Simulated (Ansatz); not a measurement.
Kick test of a cell of Al₂H₃

The cell was found from a structure generator's guess, not taken from experiment.

Theory: Ansatz 0.2.0, DFT PBE, scalar-relativistic, plane waves, PAW. Plane waves to 420 eV, a k mesh through Γ of 12×12×8 on the computed 5-atom cell and Gaussian smearing (0.10 eV); no spin polarisation.

The cell below (5 atoms, space group P-3m1 (No. 164)) is relaxed within its symmetry.

```
Al H
1.0
     3.21776    0.00000    0.00000
    -1.60888    2.78666    0.00000
     0.00000    0.00000    4.93773
Al H
2 3
Cartesian
  0.0000 1.8578 1.1337
  1.6089 0.9289 3.8041
  0.0000 0.0000 0.0000
  0.0000 1.8578 3.1361
  1.6089 0.9289 1.8016
```

For the test a repeat of it with 10 atoms (edges 3.22, 4.94, 5.57 Å) was strained at random (σ = 1.5 % a component), the atoms were moved at random (σ = 0.05 Å), and all was relaxed again on a coarse 6×4×4 mesh (in the run’s order of axes) with 0.20 eV smearing, with no symmetry imposed.

The cell is a metal run without spin; a magnetic state may lie lower.

Question: What happens?

Answer: It doesn't return. The energy falls by 252 meV/atom on that mesh, the volume changes by 19.8 %, and the end has space group Cm (No. 8) at a loose tolerance. Relaxed again on a 14×14×6 mesh with 0.10 eV smearing, the new structure lies 245 meV/atom below the first (mesh in the axes of the run's cell; the cell below is made exact in the group named). Space group Cm (No. 8), monoclinic, a = 11.913 Å, b = 2.726 Å, c = 6.828 Å, β = 105.0°. Al on its first site is surrounded by 2 H at 1.79–1.82 Å; Al on its second site has 2 H at 1.80–1.81 Å; Al on its third site is surrounded by 6 H at 1.70–1.82 Å; around H on its first site lie 1 Al at 1.72 Å and 1 Al at 1.85 Å; 6 more sites not described.

```
Al H
1.0
     5.95628   -1.36283    0.00000
     5.95628    1.36283    0.00000
    -1.76840    0.00000    6.59513
Al H
4 6
Cartesian
  1.6674 0.0000 4.3049
  5.2119 0.0000 4.9374
  4.2726 0.0000 1.8144
  1.3689 0.0000 0.7580
  3.1936 0.0000 0.4697
  11.1691 0.0000 1.0562
  9.3841 0.0000 2.5339
  5.3373 0.0000 3.1368
  3.4024 0.0000 4.8451
  1.4885 0.0000 2.5241
```
